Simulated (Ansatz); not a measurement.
Starting cell, MgO (rock salt):

```
MgO
1.0
    0.00000     4.25445     4.25445
    2.12722     0.00000     2.12722
    2.12722     2.12722     0.00000
O Mg
2 2
Direct
  0.00000   0.00000   0.00000
  0.50000   0.00000   0.00000
  0.25000   0.50000   0.50000
  0.75000   0.50000   0.50000
```

The atoms are displaced by Q × the pattern below (from a DFPT mode at L = (0.5, 0.0, 0.0), largest move 1; Q in Å), at fixed cell. (q is in reciprocal vectors of the primitive cell; the cell shown is doubled to hold the pattern.)

```csv
atom,x,y,z
Mg3,0.577,-0.577,-0.577
Mg4,-0.577,0.577,0.577
```

Atoms not listed stay in place.

Calculation: PBE (plane waves to 420 eV, PAW, scalar-relativistic; Ansatz, a first-principles code). k mesh 13×13×13 (Γ-centred), Fermi-Dirac smearing 0.05 eV. The energy includes the smearing's −TS. MgO was relaxed with its symmetry unable to fall. The PAW data are Ansatz's earlier set. ΔE is measured from the undisplaced structure.

Predict the ΔE (eV/cell) and −dE/dQ from forces (eV/Å) at Q (Å) = -0.180, -0.150, -0.120, -0.090, -0.060, 0.030, 0.060, 0.120.


```
Q (Å)   ΔE (eV/cell)  −dE/dQ from forces (eV/Å)
------  ------------  -------------------------
-0.180         0.802                      8.888
-0.150         0.558                      7.420
-0.120         0.357                      5.944
-0.090         0.201                      4.463
-0.060         0.089                      2.978
0.030          0.022                     -1.489
0.060          0.089                     -2.978
0.120          0.357                     -5.944
```

(A displaced cell: forces are minus the slopes of the energy, force constants its curvatures, and phonons follow from these.)
